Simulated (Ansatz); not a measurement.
Ansatz (a quantum-chemistry and plane-wave program) input:

Ansatz 0.2 input:
```yaml
crystal:
  lattice:
    - [0.0, 2.5810853061, 2.5810853061]
    - [2.5810853061, 0.0, 2.5810853061]
    - [2.5810853061, 2.5810853061, 0.0]
  atoms:
    - { symbol: K, position: [0.0, 0.0, 0.0] }
    - { symbol: F, position: [0.5, 0.5, 0.5] }
kpoints:
  mp_grid: { grid: [9, 9, 9] }
hamiltonian:
  xc: lda
  pseudopotentials: { kind: paw }
scf:
  occupations: { method: fixed }
elastic: { mode: relaxed_ion, stencil: two_point, amplitude: 0.005, f_tol: 0.0005 }
```

Output (shortened):

```
Pseudopotential: K, paw, valence charge 9
Pseudopotential: F, paw, valence charge 7
Functional definition: SPW92
Crystal: 2 atoms, lattice volume = 34.390 Å³
Basis set: ecut = 420 eV, 645 PW (Γ)
Bands: 12, of which v1, the nominal top of the filled ones, is band 8 counted from 1 (7 counted from 0)
Symmetry: 48 space group operations
Space group: Fm-3m (ITA 225), of the structure as read, at distance tolerance 3.3e-5 Å
k-points: 35 of 729
SCF iter   1: F=—  HF=-2292.800369 eV  |F-HF|=—  |Δ(HF+E_count)|=         —  Δρ=1.62e-2  dr2=6.73e-2  ethr=1.77e-3  ⟨swp⟩=4.1  Hψ=2276  notcnv=0  defer=60
preconditioner: auto → none
SCF iter   2: F=—  HF=-2292.784813 eV  |F-HF|=—  |Δ(HF+E_count)|=   1.56e-2  Δρ=1.04e-2  dr2=1.93e-2  ethr=4.21e-4  ⟨swp⟩=2.0  Hψ=1012  notcnv=0  defer=65
SCF iter   3: F=—  HF=-2292.779144 eV  |F-HF|=—  |Δ(HF+E_count)|=   5.67e-3  Δρ=2.29e-3  dr2=9.06e-4  ethr=1.21e-4  ⟨swp⟩=2.0  Hψ=721  notcnv=0  defer=68
SCF iter   4: F=—  HF=-2292.778834 eV  |F-HF|=—  |Δ(HF+E_count)|=   3.10e-4  Δρ=4.57e-4  dr2=2.25e-5  ethr=5.66e-6  ⟨swp⟩=2.9  Hψ=710  notcnv=0  defer=68
SCF iter   5: F=—  HF=-2292.778825 eV  |F-HF|=—  |Δ(HF+E_count)|=   8.50e-6  Δρ=3.23e-5  dr2=2.09e-7  ethr=1.40e-7  ⟨swp⟩=2.1  Hψ=556  notcnv=0
SCF iter   6: F=—  HF=-2292.778824 eV  |F-HF|=—  |Δ(HF+E_count)|=   9.73e-7  Δρ=9.97e-6  dr2=2.10e-8  ethr=1.30e-9  ⟨swp⟩=2.0  Hψ=698  notcnv=0
SCF iter   7: F=—  HF=-2292.778824 eV  |F-HF|=—  |Δ(HF+E_count)|=   5.51e-9  Δρ=1.62e-6  dr2=5.92e-10  ethr=1.31e-10  ⟨swp⟩=2.0  Hψ=521  notcnv=0
SCF iter   8: F=—  HF=-2292.778824 eV  |F-HF|=—  |Δ(HF+E_count)|=  1.76e-10  Δρ=1.75e-7  dr2=6.11e-12  ethr=3.70e-12  ⟨swp⟩=2.0  Hψ=524  notcnv=0
SCF iter   9: F=-2292.778824 eV  HF=-2292.778824 eV  |F-HF|=4.55e-13  |Δ(HF+E_count)|=  2.27e-12  Δρ=1.05e-8  dr2=1.83e-14  ethr=1.00e-12  ⟨swp⟩=3.9  Hψ=2261  notcnv=0
SCF 1 converged in 9 iterations: F = -2292.778824 eV  dr2 = 1.83e-14
Crystal: 2 atoms, lattice volume = 34.218 Å³
Symmetry: 16 space group operations
k-points: 75 of 729
iter 1 solved again at ethr=4.38e-7 eV; its pass at ethr=3.10e-3 eV (dr2=7.00e-5 eV) is discarded
SCF iter   1: F=—  HF=-2292.778536 eV  |F-HF|=—  |Δ(HF+E_count)|=         —  Δρ=4.44e-4  dr2=7.56e-5  ethr=4.38e-7  ⟨swp⟩=2.2  Hψ=5587  notcnv=0  defer=130
preconditioner: auto → none
SCF iter   2: F=—  HF=-2292.778518 eV  |F-HF|=—  |Δ(HF+E_count)|=   1.78e-5  Δρ=4.09e-4  dr2=2.70e-5  ethr=4.38e-7  ⟨swp⟩=2.0  Hψ=1493  notcnv=0  defer=131
SCF iter   3: F=—  HF=-2292.778511 eV  |F-HF|=—  |Δ(HF+E_count)|=   6.79e-6  Δρ=9.70e-5  dr2=2.00e-6  ethr=1.69e-7  ⟨swp⟩=2.0  Hψ=1329  notcnv=0
SCF iter   4: F=—  HF=-2292.778511 eV  |F-HF|=—  |Δ(HF+E_count)|=   3.18e-7  Δρ=2.21e-5  dr2=6.23e-8  ethr=1.25e-8  ⟨swp⟩=2.0  Hψ=1459  notcnv=0
SCF iter   5: F=—  HF=-2292.778511 eV  |F-HF|=—  |Δ(HF+E_count)|=   3.68e-9  Δρ=3.50e-6  dr2=1.21e-9  ethr=3.89e-10  ⟨swp⟩=2.0  Hψ=1472  notcnv=0
SCF iter   6: F=—  HF=-2292.778511 eV  |F-HF|=—  |Δ(HF+E_count)|=  7.16e-10  Δρ=1.27e-7  dr2=1.87e-12  ethr=7.58e-12  ⟨swp⟩=1.3  Hψ=1021  notcnv=0
SCF iter   7: F=-2292.778511 eV  HF=-2292.778511 eV  |F-HF|=0.00e0  |Δ(HF+E_count)|=  1.82e-12  Δρ=1.35e-8  dr2=2.78e-14  ethr=1.00e-12  ⟨swp⟩=4.2  Hψ=2992  notcnv=0
SCF 2 converged in 7 iterations: F = -2292.778511 eV  dr2 = 2.78e-14
Crystal: 2 atoms, lattice volume = 34.562 Å³
iter 1 solved again at ethr=1.04e-10 eV; its pass at ethr=3.10e-3 eV (dr2=1.67e-8 eV) is discarded
SCF iter   1: F=—  HF=-2292.778543 eV  |F-HF|=—  |Δ(HF+E_count)|=         —  Δρ=3.04e-5  dr2=2.34e-8  ethr=1.04e-10  ⟨swp⟩=2.9  Hψ=5635  notcnv=0  defer=82
preconditioner: auto → none
SCF iter   2: F=—  HF=-2292.778543 eV  |F-HF|=—  |Δ(HF+E_count)|=   2.59e-7  Δρ=1.52e-5  dr2=4.65e-9  ethr=1.04e-10  ⟨swp⟩=2.0  Hψ=1425  notcnv=0  defer=82
SCF iter   3: F=—  HF=-2292.778543 eV  |F-HF|=—  |Δ(HF+E_count)|=   6.83e-8  Δρ=7.22e-6  dr2=2.19e-9  ethr=2.91e-11  ⟨swp⟩=2.0  Hψ=1425  notcnv=0  defer=82
SCF iter   4: F=—  HF=-2292.778543 eV  |F-HF|=—  |Δ(HF+E_count)|=   1.77e-8  Δρ=1.15e-6  dr2=1.71e-11  ethr=1.37e-11  ⟨swp⟩=2.0  Hψ=1119  notcnv=0  defer=82
SCF iter   5: F=—  HF=-2292.778543 eV  |F-HF|=—  |Δ(HF+E_count)|=  5.50e-10  Δρ=1.41e-7  dr2=4.99e-13  ethr=1.07e-13 (applied; sched 1.00e-12)  ⟨swp⟩=2.4  Hψ=1504  notcnv=0  defer=82
SCF iter   6: F=-2292.778543 eV  HF=-2292.778543 eV  |F-HF|=4.55e-13  |Δ(HF+E_count)|=  6.82e-12  Δρ=2.72e-9  dr2=1.35e-15  ethr=1.00e-12  ⟨swp⟩=3.2  Hψ=2418  notcnv=0
SCF 3 converged in 6 iterations: F = -2292.778543 eV  dr2 = 1.35e-15
Crystal: 2 atoms, lattice volume = 34.390 Å³
Symmetry: 8 space group operations
k-points: 125 of 729
iter 1 solved again at ethr=1.02e-7 eV; its pass at ethr=3.10e-3 eV (dr2=1.63e-5 eV) is discarded
SCF iter   1: F=—  HF=-2292.778727 eV  |F-HF|=—  |Δ(HF+E_count)|=         —  Δρ=2.19e-4  dr2=7.21e-6  ethr=1.02e-7  ⟨swp⟩=3.5  Hψ=9785  notcnv=0  defer=248
preconditioner: auto → none
SCF iter   2: F=—  HF=-2292.778725 eV  |F-HF|=—  |Δ(HF+E_count)|=   2.10e-6  Δρ=9.97e-5  dr2=1.37e-6  ethr=4.51e-8  ⟨swp⟩=1.0  Hψ=1500  notcnv=0  defer=118
SCF iter   3: F=—  HF=-2292.778725 eV  |F-HF|=—  |Δ(HF+E_count)|=   1.49e-7  Δρ=1.17e-5  dr2=2.52e-8  ethr=8.58e-9  ⟨swp⟩=2.0  Hψ=2491  notcnv=0  defer=1
SCF iter   4: F=—  HF=-2292.778725 eV  |F-HF|=—  |Δ(HF+E_count)|=   1.89e-9  Δρ=7.65e-6  dr2=1.19e-8  ethr=1.58e-10  ⟨swp⟩=2.0  Hψ=2375  notcnv=0  defer=1
SCF iter   5: F=—  HF=-2292.778725 eV  |F-HF|=—  |Δ(HF+E_count)|=   2.50e-9  Δρ=2.22e-6  dr2=9.74e-10  ethr=7.42e-11  ⟨swp⟩=2.0  Hψ=1817  notcnv=0  defer=1
SCF iter   6: F=—  HF=-2292.778725 eV  |F-HF|=—  |Δ(HF+E_count)|=  1.91e-10  Δρ=3.49e-7  dr2=2.39e-11  ethr=6.09e-12  ⟨swp⟩=2.0  Hψ=1871  notcnv=0  defer=1
SCF iter   7: F=—  HF=-2292.778725 eV  |F-HF|=—  |Δ(HF+E_count)|=  3.18e-12  Δρ=3.65e-8  dr2=2.33e-13  ethr=1.49e-13 (applied; sched 1.00e-12)  ⟨swp⟩=2.0  Hψ=1875  notcnv=0  defer=1
SCF iter   8: F=-2292.778725 eV  HF=-2292.778725 eV  |F-HF|=4.55e-13  |Δ(HF+E_count)|=  4.55e-13  Δρ=1.87e-9  dr2=9.59e-16  ethr=1.00e-12  ⟨swp⟩=4.0  Hψ=4711  notcnv=0
SCF 4 converged in 8 iterations: F = -2292.778725 eV  dr2 = 9.59e-16
Crystal: 2 atoms, lattice volume = 34.390 Å³
iter 1 solved again at ethr=9.12e-11 eV; its pass at ethr=3.10e-3 eV (dr2=1.46e-8 eV) is discarded
SCF iter   1: F=—  HF=-2292.778725 eV  |F-HF|=—  |Δ(HF+E_count)|=         —  Δρ=1.50e-5  dr2=1.04e-8  ethr=9.12e-11  ⟨swp⟩=2.8  Hψ=9226  notcnv=0  defer=141
preconditioner: auto → none
SCF iter   2: F=—  HF=-2292.778725 eV  |F-HF|=—  |Δ(HF+E_count)|=   2.44e-8  Δρ=7.04e-6  dr2=4.62e-9  ethr=6.48e-11  ⟨swp⟩=2.0  Hψ=2375  notcnv=0  defer=140
SCF iter   3: F=—  HF=-2292.778725 eV  |F-HF|=—  |Δ(HF+E_count)|=   5.24e-9  Δρ=4.06e-6  dr2=7.29e-10  ethr=2.89e-11  ⟨swp⟩=2.0  Hψ=1875  notcnv=0  defer=140
SCF iter   4: F=—  HF=-2292.778725 eV  |F-HF|=—  |Δ(HF+E_count)|=   2.50e-9  Δρ=1.17e-6  dr2=5.01e-11  ethr=4.55e-12  ⟨swp⟩=2.0  Hψ=1873  notcnv=0  defer=140
SCF iter   5: F=—  HF=-2292.778725 eV  |F-HF|=—  |Δ(HF+E_count)|=  2.66e-10  Δρ=1.82e-7  dr2=1.30e-12  ethr=3.13e-13 (applied; sched 1.00e-12)  ⟨swp⟩=2.0  Hψ=1875  notcnv=0  defer=140
SCF iter   6: F=-2292.778725 eV  HF=-2292.778725 eV  |F-HF|=0.00e0  |Δ(HF+E_count)|=  8.19e-12  Δρ=1.29e-8  dr2=8.14e-15  ethr=1.00e-12  ⟨swp⟩=2.2  Hψ=5429  notcnv=0
SCF 5 converged in 6 iterations: F = -2292.778725 eV  dr2 = 8.14e-15
SCF converged after 9 iterations
Free energy (F): -2292.778824 eV
Harris-Foulkes:  -2292.778824 eV  (|F-HF|=4.55e-13)
Internal energy: -2292.778824 eV  (E = F + TS)
E sigma→0 (E₀):  -2292.778824 eV
Fermi energy:    1.777501 eV
--- Per-component energies (eV) ---
  E_band       = -114.976849
  E_kinetic    = 460.910081
  E_local      = -1056.593734  (includes V_loc(G=0)·N_el)
  E_nonlocal   = 91.158212
  E_hartree    = 376.625551
  E_xc         = -212.318658
  E_vxc        = -266.263796  (∫ρ·V_xc dr)
  E_paw        = -930.125563  (= ΣΔE_a)
  E_vpaw       = -97.440699  (= ΣTr[D̂ρ^β])
  E_aug_tail   = 0.001990  (compensation charges beyond the density's cutoff)
  E_ewald      = -1022.807454
  E_core_change = 0.370752  (= ΣΔE_core)
  E_smearing   =  0.000000  (= −TS)
  E_closure    =  0.000000  (closes the sum)
  Σ components = -2292.778824   (vs F -2292.778824, Δ=0.00e0)
  [band-id]    e_kinetic+e_local+e_nonlocal+2·e_hartree+e_vxc+e_vpaw+e_augmentation_tail = -114.976844   (vs E_band -114.976849, Δ=4.05e-6)
--- Forces (eV/Å), atoms counted from 1 ---
  atom   1  K      0.00000000     0.00000000     0.00000000
  atom   2  F      0.00000000     0.00000000     0.00000000
  max |Σ_I F_I| component: 0.0 eV/Å
--- Stress (GPa, compression-positive) ---
       -0.000263       0.000000       0.000000
        0.000000      -0.000263       0.000000
        0.000000       0.000000      -0.000263
  P = ⅓ Tr σ = -0.0003 GPa (-0.003 kbar)
--- Band table (eV; the first three rows and the last of 35) ---
  k-point 0: bands = ["-23.6377", "-16.5111", "-6.9733", "-6.9733", "-6.9733", "1.7775", "1.7775", "1.7775", "8.1450", "12.5740", "12.5740", "12.5740"]
  k-point 1: bands = ["-23.6185", "-16.5311", "-7.0156", "-6.9786", "-6.9786", "1.6363", "1.7198", "1.7198", "8.5299", "12.3359", "12.7630", "12.7630"]
  k-point 2: bands = ["-23.5693", "-16.5823", "-7.1218", "-6.9917", "-6.9917", "1.3220", "1.5786", "1.5786", "9.5030", "11.9816", "13.2603", "13.2603"]
  k-point 34: bands = ["-23.4329", "-16.6153", "-7.5636", "-7.4969", "-7.0819", "1.2621", "1.6040", "1.6677", "11.2703", "11.8744", "13.4708", "15.7857"]
--- Elastic constants: 2 strain directions × 2 members + reference (group order 48) ---
  dense FFT box of the reference and of every strained cell: 25×25×25
  strains applied: 11, 23; error gains: componentwise 1.00 (the most a stress slope's error grows in a printed constant), spectral 1.73 (1 for all six strains …
  C = ∂σ_k/∂η_j (tension-positive GPa; Voigt order 11 22 33 23 13 12):
        96.377     17.375     17.375      0.000      0.000      0.000
        17.375     96.377     17.375      0.000      0.000      0.000
        17.375     17.375     96.377      0.000      0.000      0.000
         0.000      0.000      0.000     13.536      0.000      0.000
         0.000      0.000      0.000      0.000     13.536      0.000
         0.000      0.000      0.000      0.000      0.000     13.536
  reference stress σ⁰ (GPa):      0.000      0.000      0.000      0.000      0.000      0.000
  C* (energy form; C + prestress term) asymmetry max|C*_kj − C*_jk| = 7.105e-15 GPa — a small one proves nothing (zero by symmetry where the batch's group is …
  moduli (Voigt/Reuss/Hill, GPa): K = 43.71/43.71/43.71   G = 23.92/18.36/21.14   E = 54.62   ν = 0.292
  mechanically stable: yes (min eigenvalue of sym C = 13.54 GPa)
  where every solve meets its electron count the energy-path curvature estimates C_jj along a normal strain and C_jj − ¼(σ⁰_aa + σ⁰_bb) along a shear (ab), of …
  strain η (Voigt 11):  stress-route row diagonal C_11 = 96.38 GPa, energy-path curvature d²(F+E_count+ΔE)/dδ²/Ω₀ = 96.48 GPa
         δ    σ_11 (GPa)             F (eV)   n_scf  n_hpsi   n_pw
    -5.000e-3      -0.4982       -2292.7785109       7   16259    680   relax 0 steps, max|allowed force component| 0.0 eV/Å
     5.000e-3       0.4656       -2292.7785429       6   14436    688   relax 0 steps, max|allowed force component| 0.0 eV/Å
  strain η (Voigt 23):  stress-route row diagonal C_44 = 13.54 GPa, energy-path curvature d²(F+E_count+ΔE)/dδ²/Ω₀ = 13.63 GPa
         δ    σ_23 (GPa)             F (eV)   n_scf  n_hpsi   n_pw
    -5.000e-3      -0.0677       -2292.7787246       8   27945    684   relax 0 steps, max|allowed force component| 0.0 eV/Å
     5.000e-3       0.0677       -2292.7787246       6   24163    684   relax 0 steps, max|allowed force component| 0.0 eV/Å
```

Cost: about 12 core-seconds (a rough figure) on shared cores.

The cell was relaxed with LDA under the symmetry of its start; phonons on a q-mesh show no instability.

Potentials: the later of the program's two PAW sets.

Ansatz is a plane-wave DFT program.
